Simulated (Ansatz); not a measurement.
ZrB$_{2}$ in space group P6/mmm (No. 191; Zr on 1a, B on 2d) under volume change, the program Ansatz at the PBE level (PAW), shape and atoms relaxed at each volume.

```csv
V (Å³/atom),E − E(relaxed) (meV/atom),P (GPa)
9.357,72.2,27.00
9.666,30.4,16.63
9.974,7.2,7.70
10.283,0.0,0.00
10.591,6.5,-6.63
10.899,25.0,-12.35
11.208,53.6,-17.28
```

Problem. What does a third-order Birch–Murnaghan fit give for V₀, B₀ and B′?

Solution. V₀ = 10.28 Å³/atom, B₀ = 238 GPa, B′ = 3.9.

The PBE relaxation kept the symmetry of its start. No spin polarisation was allowed.

Potentials: the later of the program's two PAW sets.
